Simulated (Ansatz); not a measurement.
LaB (rock salt, Fm-3m) at seven volumes, plane-wave PAW PBE (Ansatz code), scaled uniformly. One row is withheld.

```json
[
 {"V (Å³/atom)": "20.710", "P (GPa)": "5.89"},
 {"V (Å³/atom)": "21.392", "P (GPa)": "3.63"},
 {"V (Å³/atom)": "22.075", "P (GPa)": "1.70"},
 {"V (Å³/atom)": "22.758", "P (GPa)": "0.00"},
 {"V (Å³/atom)": "23.441", "P (GPa)": "?"},
 {"V (Å³/atom)": "24.123", "P (GPa)": "-2.79"},
 {"V (Å³/atom)": "24.806", "P (GPa)": "-3.95"}
]
```

Problem. Fit the shown pressures and predict the withheld one.

Solution. Third-order Birch–Murnaghan: P = (3/2)B₀(x^(7/2) − x^(5/2))[1 + (3/4)(B′ − 4)(x − 1)] with x = (V₀/V)^(2/3). Least squares on the six rows gives V₀ = 22.755 Å³/atom, B₀ = 53.08 GPa, B′ = 3.47. At V = 23.441, x = 0.9804 and P = -1.50 GPa. The run itself gave -1.48 GPa.

The start of the workflow was typed in or built on a structure type; neither database checked (COD, Materials Project) lists it. Whether it is the stable phase at ambient conditions was not checked. The cell was relaxed with PBE under the symmetry of its start; whether a distortion lowers the energy is not shown. Its formation energy is positive at this level, so the cell may be metastable or incomplete. Spin–orbit coupling is left out wherever it is not named.

Potentials: the earlier of the program's two PAW sets.
